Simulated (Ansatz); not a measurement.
According to the program Ansatz at the PBE level (PAW), Mg in the cubic phase (Fd-3m; Mg on 8a, Mg on 16d) relaxes to a = 8.297 Å.

Electronic character: metallic (no gap).

The bulk modulus is 34.0 GPa.

The start of the workflow was typed in or built on a structure type; neither database checked (COD, Materials Project) lists it. It is not the phase usual at ambient conditions (space group No. 194). The PBE relaxation kept the symmetry of its start; its stability against distortions is not shown here.

Potentials: the later of the program's two PAW sets.
